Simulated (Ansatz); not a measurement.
# K₂TiI₆O₁₈ — ⁴⁷Ti NMR of the central transition

Cell: a diffraction structure from the COD, ions relaxed with PBE at fixed cell.

Space group R-3:H (No. 148); a = 11.2703, c = 11.3514 Å, γ = 120.00°.

| site | Wyckoff | site symmetry | x | y | z |
| --- | --- | --- | --- | --- | --- |
| K | 6c | 3. | 0.0000 | 0.0000 | 0.1759 |
| Ti | 3b | -3. | 0.0000 | 0.0000 | 0.5000 |
| I | 18f | 1 | 0.3188 | 0.0525 | 0.3897 |
| O10 | 18f | 1 | 0.1578 | 0.0662 | 0.3940 |
| O16 | 18f | 1 | 0.3838 | 0.1441 | 0.5297 |
| O22 | 18f | 1 | 0.4046 | 0.1931 | 0.2840 |

One atom of each set is listed; the run and its k-mesh use a cell of 27 atoms with edges of 7.53, 7.53, 7.53 Å.

Level of theory: DFT, PBE, plane waves and PAW, with spin–orbit coupling, 420 eV cutoff, Γ-centred 3×3×3 k-points, Fermi–Dirac smearing 0.02 eV (Ansatz 0.2.0).

⁴⁷Ti has I = 5/2 and Q = 302.0 mb (Pyykkö 2018); at 9.4 T its Larmor frequency is ν₀ = 22.6 MHz. Only the quadrupole interaction is simulated: positions count from each site's isotropic chemical shift, and J coupling is left out, as are shift anisotropy and dipolar coupling, which fast spinning averages.

Simulated pattern of one Ti site (fast magic-angle spinning, Gaussian broadening 0.3 kHz):

(offset (kHz), height): (-17.59, 0), (-17.18, 0), (-16.77, 3), (-16.35, 4), (-15.94, 4), (-15.53, 4), (-15.11, 4), (-14.70, 5), (-14.29, 5), (-13.87, 5), (-13.46, 5), (-13.05, 5), (-12.63, 5), (-12.22, 5), (-11.81, 5), (-11.39, 6), (-10.98, 7), (-10.57, 70), (-10.15, 67), (-9.74, 46), (-9.33, 40), (-8.92, 35), (-8.50, 34), (-8.09, 32), (-7.68, 32), (-7.26, 31), (-6.85, 31), (-6.44, 31), (-6.02, 32), (-5.61, 33), (-5.20, 34), (-4.78, 35), (-4.37, 38), (-3.96, 42), (-3.54, 48), (-3.13, 60), (-2.72, 100), (-2.30, 66), (-1.89, 0), (-1.48, 0)

Problem. Which |C_Q| and η does the pattern imply?

Solution. The pattern spans 14.5 kHz before broadening and its centre of gravity is at -6.75 kHz, which fixes P_Q; the places of the horns and steps fix η. That gives P_Q = 5.04 MHz, |C_Q| = 5.04 MHz and η = 0.00. The sign of C_Q can't be read from the pattern.

An axis of threefold or higher order runs through Ti, so V_zz lies along it and η is zero.
